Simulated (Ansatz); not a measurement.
**Na2Ga: start and end of a relaxation**

The guess for Na2Ga was made by a generator: ordered superstructure of hcp (P6_3/mmc, No. 194) (sublattice all; occupants of the shared sites, in ratio, Ga: 2, Na: 4). The dimensions are guesses.

start.cif

```cif
data_structure
_symmetry_space_group_name_H-M 'P6_3/mmc'
_symmetry_Int_Tables_number 194
_cell_length_a 3.5068
_cell_length_b 3.5068
_cell_length_c 17.1798
_cell_angle_alpha 90.000
_cell_angle_beta 90.000
_cell_angle_gamma 120.000
_cell_volume 182.97
loop_
_atom_site_label
_atom_site_type_symbol
_atom_site_symmetry_multiplicity
_atom_site_Wyckoff_symbol
_atom_site_fract_x
_atom_site_fract_y
_atom_site_fract_z
_atom_site_occupancy
Na1 Na 4 f 0.33333 0.66667 0.08333 1
Ga1 Ga 2 d 0.33333 0.66667 0.75000 1
```

All numbers below come from DFT PBE, scalar-relativistic, plane waves, PAW (Ansatz 0.2.0). Cutoff 420 eV, Gaussian smearing, Γ-centred meshes. Cell and atoms relax first on a coarse mesh and then on a finer one. In between, the cell is made exact in the group found at 0.06 Å. In metals the finer mesh still leaves noise of several meV/atom or more. The steps can't lower the symmetry of their start. No spin polarisation.

end.cif

```cif
data_structure
_symmetry_space_group_name_H-M 'P6_3/mmc'
_symmetry_Int_Tables_number 194
_cell_length_a 3.3881
_cell_length_b 3.3881
_cell_length_c 16.5225
_cell_angle_alpha 90.000
_cell_angle_beta 90.000
_cell_angle_gamma 120.000
_cell_volume 164.25
loop_
_atom_site_label
_atom_site_type_symbol
_atom_site_symmetry_multiplicity
_atom_site_Wyckoff_symbol
_atom_site_fract_x
_atom_site_fract_y
_atom_site_fract_z
_atom_site_occupancy
Na1 Na 4 f 0.33333 0.66667 0.09759 1
Ga1 Ga 2 d 0.33333 0.66667 0.75000 1
```

The symmetry stays P6_3/mmc (No. 194). The end has the 2H molybdenite type. The volume per atom shrinks by 10.2 %, from 30.5 to 27.4 Å³. The shortest distance goes from 3.51 Å (Na–Ga, Ga–Ga and Na–Na) to 3.19 Å (Na–Ga).

```
Volume per atom                            : 27.38 Å³
Density                                    : 2.34 g/cm³
Energy over the elements                   : +0.06 eV/atom
Gap on the 12×12×4 mesh of the 6-atom cell : 0 eV (a metal)
```

The zero of energy is the elements' standard structures at the same level; no fitted shifts are applied. The separate elements lie lower, so it is unstable against them.

The last run used Gaussian smearing of 0.10 eV. Symmetry constrained the relaxation, so the result can be a saddle point. In all, the 3 runs took 5 min on 1 thread of Intel(R) Xeon(R) Processor @ 2.50GHz (Skylake/Cascade Lake) (shared host).
